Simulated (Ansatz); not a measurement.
# One run on EuIn (P4/mmm): spin–orbit coupling in one pass over the collinear state, moments along [001]

Theory: DFT, LDA, all-electron LAPW, Dirac equation with spin-orbit coupling (Ansatz 0.2.0).

Command: `ansatz run input.yaml --threads 3 --pin off --max-ram 6144MiB --backend cpu --events-out ev --progress --plain --runs-dir out`

The folder start holds the state saved by an earlier run of the same cell (collinear, scalar-relativistic); this run solves the spinor bands once in its potential and doesn't iterate.

```yaml
crystal:
  lattice:
    - [3.794564, 0.0, 0.0]
    - [0.0, 3.794564, 0.0]
    - [0.0, 0.0, 4.300742]
  atoms:
    - { symbol: Eu, position: [0.0, 0.0, 0.0], spin: 6.8, spin_axis: [0.0, 0.0, 1.0] }
    - { symbol: In, position: [0.5, 0.5, 0.5] }
magnetization:
  noncollinear: true
  spin_orbit: true
kpoints:
  mp_grid: { grid: [8, 8, 7] }
scf:
  occupations: { method: fermi_dirac, width: 0.05 }
hamiltonian:
  xc: lda
  pseudopotentials: { kind: all_electron, lapw: { basis_error: 0.00025 } }
output:
  eigenvalues: false
  hubbard: { sites: [{ species: Eu, l: f }] }
checkpoint:
  read: start
  post_process_only: true
```

The program prints:

```
Warning: checkpoint.read: spin treatment differs: saved collinear, current noncollinear; the saved charge density seeds this run and the saved magnetisation is carried along the axis that this deck's starting moments share; the saved density holds an absolute magnetisation of 7.3e0 μB; saved orbitals and DFT+U occupations are not carried
Warning: checkpoint.read: magnetization.spin_orbit differs: this deck has the coupling, and the saved state was converged under scalar relativity for Eu, In (and on the j-weighted average for any other species). The pass solves this deck's Hamiltonian once at the saved density, which is not self-consistent under the coupling. Its levels lack that density's response to the spin–orbit term and to th …
settings of this run that can trade accuracy for cost: output.eigenvalues: false. Do not mix this run's numbers with those of runs without the same settings; the input reference describes each key
Eu: projections on atomic orbitals take those of the free atom 1s2 2s2 2p6 3s2 3p6 3d10 4s2 4p6 4d10 4f7 5s2 5p6 5d0 6s2, of charge +0.00 (hamiltonian.pseudopotentials.projection_atoms)
In: projections on atomic orbitals take those of the free atom 1s2 2s2 2p6 3s2 3p6 3d10 4s2 4p6 4d10 5s2 5p1, of charge +0.00 (hamiltonian.pseudopotentials.projection_atoms)
LAPW: plane waves up to 7.556 Å⁻¹, error target 2.5e-4 eV per atom; Dirac's equation on spinors; In in spheres of 1.598 Å, 21 of its electrons in bands; Eu in spheres of 1.841 Å, 27 of its electrons in bands (how accurate: hamiltonian.pseudopotentials.lapw.basis_error, Limitations)
band count auto-derived: 62 (N_el = 48.0; filled up to band 48; 58 by the electrons, moments and atoms)
Engine: ansatz 0.2.0
Pseudopotentials: kind: all_electron
Pseudopotential: Eu, LAPW, valence charge 27, lapw/all_electron/dirac/gaussian/Eu, Dirac's equation, gaussian nucleus
Pseudopotential: In, LAPW, valence charge 21, lapw/all_electron/dirac/gaussian/In, Dirac's equation, gaussian nucleus
Functional definition: SPW92
  exchange = slater_x
  correlation = pw_c
Crystal: 2 atoms, lattice volume = 61.925 Å³
Basis set: ecut = 217.52875280104863 eV, 471 PW (Γ), exchange–correlation at level 2
Bands: 62, of which v1, the nominal top of the filled ones, is band 48 counted from 1 (47 counted from 0)
Symmetry: 8 space group operations + 8 with time reversal
Magnetic group: BNS 123.345 (UNI 1005), of the structure as read, at distance tolerance 4.0e-5 Å
k-points: 60 of 448 (time reversal used)
Non-local potential: Eu, projectors of the file, none
Non-local potential: In, projectors of the file, none
Initial density: read from a saved state, or passed on in memory by an earlier SCF of this step, an earlier step, the calling program or the single point that the run made first
Starting moments: Σ|m| = 6.8 μB on 1 of 2 sites; this step starts from the density that it was given
Initial wavefunctions: plane waves of lowest kinetic energy (no species holds an atomic orbital)
Functional: x = slater, c = lda
NSCF: frozen V_eff on 60 k-points
the basis was enlarged: its passes take 15.1 MiB over the memory plan, 3 of 3 planned eigensolver slots
SCF 1: post-processed at a frozen density that is not taken as self-consistent under this run
WARN: this state was not checked for a lower one beside it: the run's test of it (scf.lower_state_search) could not run behind this SCF: none is made under non-collinear spin (noncollinear)
post-processed at a frozen density that is not taken as self-consistent under this run (a non-self-consistent diagonalisation pass)
Frozen density: not held to its close: it was read across a difference from the run that saved it, as the warnings at the start of the run say
Magnetization: |M| = 6.9253 μB,  M = (+0.0000, +0.0000, +6.9253) μB
Absolute magnetization: 6.9294 μB (∫|m|)
  site 0: m = (+0.0000, +0.0000, +6.7891) μB, |m| = 6.7891 μB  (R = 1.84 Å)
  site 1: m = (+0.0000, +0.0000, +0.0399) μB, |m| = 0.0399 μB  (R = 1.60 Å)
Free energy (F): not given: this pass's two estimates of its total disagree by 1.794e-1 eV and its dr2_mag is 1.719e-3 eV, 1.812e-1 eV together, over the energy gate of 1.000e-4 eV (scf.convergence.dr2_threshold). Run an SCF of this deck for it, without checkpoint.post_process_only or, of a chain, under workflow.steps: [scf]
Harris-Foulkes:  -455040.941014 eV
Entropy (-TS):   -0.035901 eV (-17.950 meV/atom)
Fermi energy:    12.793777 eV
--- Occupation matrices: 1 shell (Löwdin-built; ε = 2.00e-2, provisional) ---
  Eu0 f_4F: site group D4h (4/mmm)
  Eu0 f_4F spinor Tr n = 6.7228  λ = 0.002 0.002 0.002 0.003 0.003 0.003 0.003 0.867 0.917 0.979 0.980 0.981 0.990 0.992  [7× xz2 0.14 E3/2u(0.57) | x(x2-3y2) 0.49 E1/2u(1.00) | xyz 0.67 E3/2u(1.00) | 5× z3 0.20 E3/2u(0.60)]
  Tr n, λ and their labels are of the run-group-symmetrised matrices; stabiliser: 16 of 32 elements of G0×{1,Θ} (closed), max defect 3.7e-15 at τ = 4.2e-3
settings of this run that can trade accuracy for cost: output.eigenvalues: false. Do not mix this run's numbers with those of runs without the same settings; the input reference describes each key
```

Site moments (μB): Eu1 (0.00, 0.00, 6.79); In2 (0.00, 0.00, 0.04). Cell moment 6.93 μB.

Without U a semilocal functional puts the f levels too near the Fermi level, which can change moments and the order of magnetic states; site and cell moments are spin moments. In at least one run the program's final test of stability wasn't made or came to no verdict. With open f shells a run can end in a state that isn't the lowest. None of this fixes the real material's magnetic order: only patterns that fit the cell were computed, at zero temperature, with a functional that can overstate moments.

It took 34 s on 3 threads of Arm Neoverse V1, on a shared host, peak memory 1 GiB.
